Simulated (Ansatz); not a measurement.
Given:

P₂W:
```
CELL_PARAMETERS angstrom
      4.24171     1.59533     0.00000
     -4.24171     1.59533     0.00000
     -3.65355     0.00000     6.51825
ATOMIC_POSITIONS crystal
  P  0.13847 0.86153 0.02522
  P  0.86153 0.13847 0.97478
  P  0.60008 0.39992 0.40098
  P  0.39992 0.60008 0.59902
  W  0.84195 0.15805 0.29337
  W  0.15805 0.84195 0.70663
```

This is the r²SCAN-relaxed structure.

Q: All from the program Ansatz at the r²SCAN level (PAW), unless another level is named. Give the electronic character.

A: metallic (no gap).

Q: What about the formation energy from the elements (no fitted shifts)?

A: -0.39 eV/atom.

Q: What about the density of states at the Fermi level?

A: 0.24 states/eV per atom (mean over ±0.08 eV).

Space group C2/m. The workflow started from an entry of the Crystallography Open Database (COD), which files this formula under 2 space groups. Its standing as an ambient phase is unchecked. The cell was relaxed with r²SCAN under the symmetry of its start; its stability against distortions is not shown here. No spin polarisation was allowed. The references are the lowest solids computed at this level, not always the standard phases. Scalar-relativistic: spin–orbit coupling is off unless named, which matters more the heavier the elements.

Potentials: the later of the program's two PAW sets.
